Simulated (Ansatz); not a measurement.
Given:

AlP:
```cif
data_AlP
_chemical_formula_sum 'Al1 P1'
_space_group_name_H-M_alt 'P 1'
_space_group_IT_number 1
_cell_length_a 3.54143
_cell_length_b 3.54143
_cell_length_c 3.54143
_cell_angle_alpha 120.079
_cell_angle_beta 119.917
_cell_angle_gamma 90.003
loop_
_space_group_symop_operation_xyz
  'x, y, z'
loop_
_atom_site_label
_atom_site_type_symbol
_atom_site_fract_x
_atom_site_fract_y
_atom_site_fract_z
_atom_site_occupancy
Al1 Al 0.50000 0.50000 0.00000 1
P1 P 0.00000 0.00000 0.00000 1
```

This is the PBE+D3(BJ)-relaxed structure.

Question: All from DFT-PBE+D3(BJ) in the program Ansatz with PAW potentials, unless another level is named. Predict the electronic character.

Answer: metallic (no gap).

Question: What about the formation energy from the elements (no fitted shifts)?

Answer: -0.38 eV/atom.

Question: What about the density of states at the Fermi level?

Answer: 0.32 states/eV per atom (mean over ±0.08 eV).

Space group Fm-3m (rock salt). The start of the workflow was typed in or built on a structure type; neither database checked (COD, Materials Project) lists it. It is not the phase usual at ambient conditions (space group No. 216). The cell was relaxed with PBE+D3(BJ) under the symmetry of its start; its stability against distortions is not shown here. The references are the lowest solids computed at this level, not always the standard phases.

Potentials: the earlier of the program's two PAW sets.
